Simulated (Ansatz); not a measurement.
Property card for In2Se3

In$_{2}$Se$_{3}$:
```
CELL_PARAMETERS angstrom
     -3.95994     0.00000     0.00000
     -0.00288    -0.00459    -9.61767
     -1.97978    -3.42967     0.00000
ATOMIC_POSITIONS crystal
  In 0.66667 0.19350 0.66649
  In 0.33333 0.80650 0.33351
  Se 0.00000 0.00000 0.00000
  Se 0.66668 0.66866 0.66706
  Se 0.33332 0.33134 0.33294
```

Space group P-3m1 (No. 164), La2O3 or Ni2Al3 type; conventional cell a = b = 3.960 Å, c = 9.618 Å, α = β = 90.00°, γ = 120.00°.

Method: r²SCAN+D4 in the plane-wave PAW code Ansatz. Structure relaxed to zero pressure with the same functional. Other levels are named where they apply.

Cell and energy:

| Quantity | Value |
|---|---|
| Volume per atom | 26.12 Å³ |
| Density | 5.93 g/cm³ |
| Formation energy from the elements (no fitted shifts) | -0.66 eV/atom |

Electronic structure:

| Property | Result |
|---|---|
| Band gap | 0.36 eV (indirect) |
| Valence-band maximum | off the standard path, at k = (0.281, 0.000, 0.141) in fractions of the reciprocal vectors |
| Conduction-band minimum | at Z |
| Smallest direct gap on the standard path | 0.86 eV |
| Electron effective mass | 0.15, 0.25, 0.59 mₑ (principal values) |
| Hole effective mass | 0.29, 2.2, 2.2 mₑ (principal values) |

The first step of the workflow began from a Materials Project structure, measured or hypothetical; the Crystallography Open Database copy checked does not list it. COD files the formula under space group No. 160, 166, 169, 170. Its standing as an ambient phase is unchecked. The cell was relaxed with r²SCAN+D4 under the symmetry of its start; its stability against distortions is not shown here. Point labels and valley counts follow the cell and symmetry of the run, lower than the named group. The references are the lowest solids computed at this level, not always the standard phases. Spin–orbit coupling is left out wherever it is not named.

Potentials: the later of the program's two PAW sets.
